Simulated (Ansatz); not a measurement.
Rb: energy along a strain

Rb, Fm-3m, a = 7.280 Å (as given, not relaxed at this level: -0.5 GPa). This isn't the element's structure at ambient conditions. Ansatz: LDA, PAW, 420 eV, Γ-centred 12×12×12 mesh on 1 atom, Gaussian smearing 0.15 eV; no spin polarisation. Cell vectors (Å): 0.000 3.640 3.640; 3.640 0.000 3.640; 3.640 3.640 0.000. The cell is strained by x per cent times the pattern (0 0 0 0 0 1) in the order xx yy zz yz xz xy (engineering shears), with fractional coordinates held. y is the free energy over the start, V0 = 96.448 Å³/atom. Symmetry makes y even in x.

| x (%) | y (meV/atom) |
| --- | --- |
| -2.00 | 0.13 |
| -1.00 | 0.03 |
| 0.00 | 0.00 |
| 0.50 | 0.01 |
| 1.50 | ? |
| 1.75 | 0.10 |

Fit y = c2 x² + c4 x⁴ to the other rows, get the stiffness along the pattern, and predict the missing energy.

Least squares on the rows shown. y = 0.03132 x² + 0.0003261 x⁴. The clamped-ion stiffness p·C·p = 2 × 0.3132 eV × 160.2 / 96.448 Å³ = 1.0 GPa, which is C66 in these axes (C44 of the cubic crystal) (second derivative at the start, which stands under stress). With a term in x⁶ added, the coefficient of x² becomes 0.02958, 6 % less, which shows how far this figure hangs on the form. At x = 1.50 the fit asked for gives 0.07 meV/atom. The run gave 0.07 meV/atom, the same to the digits shown.